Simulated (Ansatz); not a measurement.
Cu (fcc, Cu type)

```
Cu
1.0
    3.62881     0.00000     0.00000
    0.00000     3.62881     0.00000
    0.00000     0.00000     3.62881
Cu
4
Direct
  0.00000   0.00000   0.00000
  0.50000   0.50000   0.00000
  0.50000   0.00000   0.50000
  0.00000   0.50000   0.50000
```

In this cell atom 4 (Cu, nearest neighbour Cu at 2.566 Å; its periodic images, 3.6 Å or more away, move with it) is moved by s along Cartesian x, unit vector (1.000, 0.000, 0.000); all other atoms and the cell stay fixed.

All values below come from PBE (plane waves to 420 eV, PAW, scalar-relativistic; Ansatz, a program for electronic structure). k mesh 10×10×10 (Γ-centred), Fermi-Dirac smearing 0.05 eV. With partly filled bands, energies and forces of such displacements shift with the k mesh and the smearing. F∥ is the force on the atom along that direction. Cu is run without spin polarisation. Cu was relaxed with its symmetry unable to fall. The PAW data are Ansatz's earlier set. 

| s (Å) | F∥ (eV/Å) |
|---|---|
| -0.260 | 1.816 |
| -0.208 | 1.428 |
| -0.156 | 1.057 |
| -0.104 | 0.697 |
| -0.052 | 0.347 |
| 0.000 | 0.000 |
| 0.052 | -0.347 |
| 0.104 | -0.697 |
| 0.156 | -1.057 |
| 0.208 | -1.428 |
| 0.260 | -1.816 |

Problem. What is the force constant k = d²E/ds² of this move at s = 0?

Solution. 6.65 eV/Å². The forces along the line at the two nearest points give (0.347 − (-0.347)) / (2·0.052) = 6.67 eV/Å²; the next pair corrects for the finite step.

(For displaced atoms, the force is minus the slope of the energy, and its curvature is a force constant, which sets phonon frequencies.)
